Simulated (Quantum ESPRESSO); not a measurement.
Simulation results for Ga$_{3}$SnMo$_{4}$ (simulated cell)

Calculation on a made-up metal alloy cell, not a measurement: no spin or spin-orbit, unrelaxed, 2900 K smearing, stress positive in tension, cell energy less fitted offsets; periodic Kohn-Sham density functional theory in plane waves with PseudoDojo standard norm-conserving scalar-relativistic pseudopotentials, each functional with its own files (v0.5 for PBE, v0.4.1 for LDA and PBEsol), eight atoms on drawn sites of a strained close-packed or body-centred lattice, each displaced and held fixed; the energy is the cell's free energy, ions and the entropy term -TS included, at the stated Fermi-Dirac width, less a fixed offset for each atom's element (shifted free energy); compositions with an open d shell lost a parallel starting moment in a cheaper test run, and other magnetic orders were not tried; an error bar is the largest change of its kind in a tighter rerun, never given below 0.002 eV, 0.02 GPa or 0.003 eV/angstrom, and covers cutoff and k-mesh only, not smearing or the files. Program: Quantum ESPRESSO 7.5.

## Ga$_{3}$SnMo$_{4}$ (simulated cell)

```
Ga3SnMo4
1.0
     -2.8800    -0.0167    -0.0135
      0.0068     5.0174    -4.8365
     -0.0512    -5.0522    -4.8730
Ga Mo Ga Mo Ga Sn
1 3 1 1 1 1
Direct
  0.00082 -0.00060 0.00279
  0.01018 0.41576 0.08020
  -0.00212 0.50607 0.49303
  -0.01391 0.92046 0.58245
  0.49695 0.17320 0.33113
  0.51656 0.24889 0.74785
  0.49456 0.66597 0.83607
  0.50828 0.75307 0.24763
```

- lattice type: hexagonal close-packed
- functional: pbe
- cutoff: 1143 eV
- fermi dirac smearing: 0.25 eV
- electrons removed: 0
- run command: mpirun -np 4 pw.x -nk 4 -in in
- run processor: Intel Xeon, 2023 or later, virtual cores
- k mesh: 8 x 4 x 4 shifted half a step off Gamma on each axis
- entropy term negative ts: -1.513 eV
- pressure: -7.1 GPa
- stress xx: 5.63 GPa
- stress yy: 10.34 GPa
- stress zz: 5.34 GPa
- stress yz: 0.08498 GPa
- stress xz: -0.06509 GPa
- stress xy: -0.06247 GPa
- shifted free energy: 0.181 eV

Atoms:
| atoms element | atom site | atom energy offset (eV) |
| --- | --- | --- |
| Ga | 1 | -2081.03 |
| Mo | 2 | -1911.95 |
| Mo | 3 | -1911.95 |
| Mo | 4 | -1911.95 |
| Ga | 5 | -2081.03 |
| Mo | 6 | -1911.95 |
| Ga | 7 | -2081.03 |
| Sn | 8 | -2144.16 |

Forces:
| site | x (eV/Å) | y (eV/Å) | z (eV/Å) |
| --- | --- | --- | --- |
| 1 | 0 | 1.792 | 0.023 |
| 2 | -0.022 | -0.751 | 0.394 |
| 3 | 0.06 | -1.271 | -0.131 |
| 4 | 0.043 | -0.77 | -0.37 |
| 5 | -0.021 | 0.141 | -1.213 |
| 6 | -0.062 | 0.873 | -0.02 |
| 7 | -0.029 | 0.427 | 1.36 |
| 8 | 0.031 | -0.442 | -0.042 |

Notes: the tin pseudopotential is less sure than most, with forces differing by about three percent from a second method on plain tin; a spin test at this wide smearing found no moment, but such smearing suppresses magnetism that the real alloy may have; lattice, volume and sites are drawn at random and may be unstable or far from any real phase; energies are for the whole cell, less offsets fitted to these runs, so they are not formation energies; error bars: energy 0.002 eV, stress 0.088 GPa, force 0.0054 eV/Å, from a tighter rerun of a related cell, whose elements or sites may differ; 18 SCF iterations, 320 s of wall time on a shared machine.
